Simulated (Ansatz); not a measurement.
Input file for Ansatz (a quantum-chemistry and plane-wave program):

Ansatz 0.2 input:
```yaml
crystal:
  lattice:
    - [3.6126783601, 0.0, 0.0]
    - [0.0, 3.6126783601, 0.0]
    - [0.0, 0.0, 3.6126783601]
  atoms:
    - { symbol: Cu, position: [0.0, 0.5, 0.5] }
    - { symbol: Cu, position: [0.5, 0.0, 0.5] }
    - { symbol: Cu, position: [0.5, 0.5, 0.0] }
    - { symbol: Pd, position: [0.0, 0.0, 0.0] }
kpoints:
  mp_grid: { grid: [24, 24, 24] }
hamiltonian:
  xc: lda
  pseudopotentials: { kind: paw }
scf:
  occupations: { method: fermi_dirac, width: 0.1 }
elastic: { mode: relaxed_ion, stencil: two_point, amplitude: 0.005, f_tol: 0.0005 }
```

Output (shortened):

```
Pseudopotential: Cu, paw, valence charge 19
Pseudopotential: Pd, paw, valence charge 18
Functional definition: SPW92
Crystal: 4 atoms, lattice volume = 47.151 Å³
Basis set: ecut = 420 eV, 925 PW (Γ)
Bands: 45, of which v1, the nominal top of the filled ones, is band 38 counted from 1 (37 counted from 0)
Symmetry: 48 space group operations
Space group: Pm-3m (ITA 221), of the structure as read, at distance tolerance 3.6e-5 Å
k-points: 455 of 13824
SCF 1 converged in 13 iterations: F = -26512.141691 eV  dr2 = 1.22e-14
Crystal: 4 atoms, lattice volume = 46.915 Å³
Symmetry: 16 space group operations
k-points: 1183 of 13824
SCF 2 converged in 13 iterations: F = -26512.140858 eV  dr2 = 1.05e-14
Crystal: 4 atoms, lattice volume = 47.386 Å³
SCF 3 converged in 9 iterations: F = -26512.140734 eV  dr2 = 5.01e-14
Crystal: 4 atoms, lattice volume = 47.150 Å³
Symmetry: 8 space group operations
k-points: 2041 of 13824
SCF 4 converged in 9 iterations: F = -26512.141352 eV  dr2 = 6.58e-14
Crystal: 4 atoms, lattice volume = 47.150 Å³
SCF 5 converged in 9 iterations: F = -26512.141352 eV  dr2 = 4.09e-15
SCF converged after 13 iterations
Free energy (F): -26512.141691 eV
Harris-Foulkes:  -26512.141691 eV  (|F-HF|=3.64e-12)
Internal energy: -26512.094570 eV  (E = F + TS)
E sigma→0 (E₀):  -26512.118131 eV
Entropy (-TS):   -0.047121 eV (-11.780 meV/atom)
Fermi energy:    18.564607 eV
--- Per-component energies (eV) ---
  E_band       = -1117.057279
  E_kinetic    = 1420.198651
  E_local      = -13601.744405  (includes V_loc(G=0)·N_el)
  E_nonlocal   = 1406.916359
  E_hartree    = 5954.483930
  E_xc         = -437.590882
  E_vxc        = -561.426619  (∫ρ·V_xc dr)
  E_paw        = -8403.663886  (= ΣΔE_a)
  E_vpaw       = -1689.969962  (= ΣTr[D̂ρ^β])
  E_aug_tail   = 0.000846  (compensation charges beyond the density's cutoff)
  E_ewald      = -12852.724898
  E_core_change = 2.029714  (= ΣΔE_core)
  E_smearing   = -0.047121  (= −TS)
  E_closure    = 0.000000  (closes the sum)
  Σ components = -26512.141691   (vs F -26512.141691, Δ=0.00e0)
--- Forces (eV/Å), atoms counted from 1 ---
  atom   1  Cu     0.00000000     0.00000000     0.00000000
  atom   2  Cu     0.00000000     0.00000000     0.00000000
  atom   3  Cu     0.00000000     0.00000000     0.00000000
  atom   4  Pd     0.00000000     0.00000000     0.00000000
  max |Σ_I F_I| component: 0.0 eV/Å
--- Stress (GPa, compression-positive) ---
       -0.046366       0.000000       0.000000
        0.000000      -0.046366       0.000000
        0.000000       0.000000      -0.046366
  P = ⅓ Tr σ = -0.0464 GPa (-0.464 kbar)
--- Band table (eV; the first three rows and the last of 455) ---
  k-point 0: bands = ["-92.9129", "-92.8983", "-92.8983", "-65.6224", "-50.7736", "-50.7736", "-50.7736", "-50.7067", "-50.7067", "-50.7067", "-50.6921", "-50.6921", "-50.6921", "-31.4230", "-31.4230", "-31.4230", "9.4213", "12.9759", "12.9759", "13.7687", …
  k-point 1: bands = ["-92.9128", "-92.8984", "-92.8983", "-65.6224", "-50.7735", "-50.7735", "-50.7733", "-50.7068", "-50.7068", "-50.7068", "-50.6924", "-50.6922", "-50.6922", "-31.4232", "-31.4230", "-31.4230", "9.4436", "12.9860", "12.9869", "13.7754", …
  k-point 2: bands = ["-92.9127", "-92.8986", "-92.8983", "-65.6224", "-50.7730", "-50.7730", "-50.7725", "-50.7069", "-50.7069", "-50.7068", "-50.6933", "-50.6925", "-50.6925", "-31.4237", "-31.4230", "-31.4230", "9.5103", "13.0153", "13.0197", "13.7955", …
  k-point 454: bands = ["-92.9031", "-92.9031", "-92.9031", "-65.6215", "-50.8121", "-50.7448", "-50.7448", "-50.7448", "-50.7169", "-50.7169", "-50.6805", "-50.6805", "-50.6805", "-31.4304", "-31.4304", "-31.4304", "12.8490", "12.8490", "12.8490", "13.9244", …
--- Elastic constants: 2 strain directions × 2 members + reference (group order 48) ---
  dense FFT box of the reference and of every strained cell: 25×25×25
  strains applied: 11, 23; error gains: componentwise 1.00 (the most a stress slope's error grows in a printed constant), spectral 1.73 (1 for all six strains …
  C = ∂σ_k/∂η_j (tension-positive GPa; Voigt order 11 22 33 23 13 12):
       243.976    174.937    174.937      0.000      0.000      0.000
       174.937    243.976    174.937      0.000      0.000      0.000
       174.937    174.937    243.976      0.000      0.000      0.000
         0.000      0.000      0.000     92.733      0.000      0.000
         0.000      0.000      0.000      0.000     92.733      0.000
         0.000      0.000      0.000      0.000      0.000     92.733
  reference stress σ⁰ (GPa):      0.046      0.046      0.046      0.000      0.000      0.000
  moduli (Voigt/Reuss/Hill, GPa): K = 197.95/197.95/197.95   G = 69.45/55.38/62.41   E = 169.43   ν = 0.357
  mechanically stable: yes (min eigenvalue of sym C = 69.04 GPa)
  strain η (Voigt 11):  stress-route row diagonal C_11 = 243.98 GPa, energy-path curvature d²(F+E_count+ΔE)/dδ²/Ω₀ = 243.98 GPa
         δ    σ_11 (GPa)             F (eV)   n_scf  n_hpsi   n_pw
    -5.000e-3      -1.1889      -26512.1408579      13  1229974    936   relax 0 steps, max|allowed force component| 0.0 eV/Å
     5.000e-3       1.2508      -26512.1407343       9  917688    944   relax 0 steps, max|allowed force component| 0.0 eV/Å
  strain η (Voigt 23):  stress-route row diagonal C_44 = 92.73 GPa, energy-path curvature d²(F+E_count+ΔE)/dδ²/Ω₀ = 92.72 GPa
         δ    σ_23 (GPa)             F (eV)   n_scf  n_hpsi   n_pw
    -5.000e-3      -0.4637      -26512.1413520       9  1633186    942   relax 0 steps, max|allowed force component| 0.0 eV/Å
     5.000e-3       0.4637      -26512.1413520       9  1531658    942   relax 0 steps, max|allowed force component| 0.0 eV/Å
```

Cost: about 10 core-minutes (a rough figure) on shared cores.

The workflow started from a Materials Project entry (that database holds measured and hypothetical structures alike); the Crystallography Open Database files this formula in space group No. 221, but the cells were not matched. Whether it is the stable phase at ambient conditions was not checked. The LDA relaxation kept the symmetry of its start; its stability against distortions is not shown here. No spin polarisation was allowed. As this level gives no gap, shear constants depend on the k-mesh and smearing (Fermi–Dirac, 0.1 eV here). Spin–orbit coupling is left out wherever it is not named.

Potentials: the later of the program's two PAW sets.

Ansatz is a plane-wave DFT program.
